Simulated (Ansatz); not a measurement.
## What DFT gives for IrS

```
S Ir
1.0
     3.64488    0.00000    0.00000
     1.82244    3.15656    0.00000
     0.00000    0.00000    5.33338
S Ir
2 2
Direct
  0.66667 0.66667 0.25000
  0.33333 0.33333 0.75000
  0.00000 0.00000 0.00000
  0.00000 0.00000 0.50000
```

Method: PBEsol, no spin polarisation; PAW, plane waves to 420 eV, 11×11×6 Γ-centred mesh, fermi-dirac occupations (width 0.1 eV) (Ansatz 0.2.0), atoms fixed.

(1) Give the Bader charges.

(2) What do density and ELF say about some of the short contacts?

(3) What happens at the Fermi level?

(4) Are the atoms at rest?

(5) Is it stable against the elements?

(6) What does the stress say?

Origin: a known structure type with other elements, at an estimated volume, so it need not be a known compound. Caveats: many states at the Fermi level without spin polarisation, so a magnetic state may lie lower.

Answers

(1) Bader charges in e: Ir +0.29, S -0.29. In the mean Ir gives up most and S takes most.

(2) S–Ir at 2.49 Å: least valence density 0.53 e/Å³ and ELF 0.37 there. Ir–Ir at 2.67 Å: least valence density 0.47 e/Å³ and ELF 0.34 there. These are pseudo-fields; inside the PAW spheres they differ from the all-electron ones.

(3) It is a metal, with about 2.6 states/eV a cell as the mean within 0.25 eV of the Fermi level, mostly Ir d (62 %) and S p (22 %).

(4) The forces vanish by the symmetry of the sites.

(5) 0.16 eV an atom against the elements' usual phases (free molecules for gases, crystals otherwise, with no correction for O₂ or N₂), so at this geometry it isn't bound against them. Relaxing would lower it.

(6) The pressure is -4.7 GPa (compression positive), so with the atoms held at these fractions the cell would first shrink. The principal stresses -8.3, -8.3, 2.5 GPa differ, so its shape would change too.
